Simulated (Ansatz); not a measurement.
NaLiCdS2:
```yaml
crystal:
  lattice:
    - [4.09305, 0.00000, 0.00000]
    - [-2.04652, 3.54468, 0.00000]
    - [0.00000, 0.00000, 6.91625]
  atoms:
    - { symbol: Na, position: [0.33333, 0.66667, 0.97329] }
    - { symbol: Li, position: [0.66667, 0.33333, 0.66273] }
    - { symbol: Cd, position: [0.00000, 0.00000, 0.38039] }
    - { symbol: S, position: [0.66667, 0.33333, 0.24310] }
    - { symbol: S, position: [0.00000, 0.00000, 0.74049] }
```

Relaxed with PBEsol. Special points in fractions of this cell's reciprocal vectors: Γ (0.000, 0.000, 0.000); M (0.500, 0.000, 0.000); K (0.333, 0.333, 0.000); A (0.000, 0.000, 0.500); L (0.500, 0.000, 0.500); H (0.333, 0.333, 0.500).

Q: List the band energies nearest the valence-band maximum at these points for the program Ansatz at the PBEsol level (PAW).

A: In eV from the valence-band maximum; about four levels below and three above (degenerate sets whole), none deeper than 8.9 eV; points with the same levels are listed once.

| k | below | above |
|---|---|---|
| Γ | -0.62 -0.62 -0.03 0.00 0.00 | 1.62 4.53 6.63 6.63 |
| M | -2.02 -1.61 -1.13 -0.52 | 3.53 4.55 5.73 |
| K | -1.58 -1.52 -1.46 -1.44 | 4.49 5.02 6.43 |
| A | -0.50 -0.50 -0.13 -0.13 | 2.59 4.97 6.03 |
| L | -1.51 -1.44 -0.82 -0.68 | 3.43 3.81 5.38 |
| H | -2.03 -1.76 -0.96 -0.76 | 4.26 4.89 5.38 |

Space group P3m1. The first step of the workflow began from a Materials Project structure, measured or hypothetical; the Crystallography Open Database copy checked does not list it. Whether it is the stable phase at ambient conditions was not checked. The cell was relaxed with PBEsol under the symmetry of its start; whether a distortion lowers the energy is not shown. Spin–orbit coupling is left out wherever it is not named.

Potentials: the later of the program's two PAW sets.
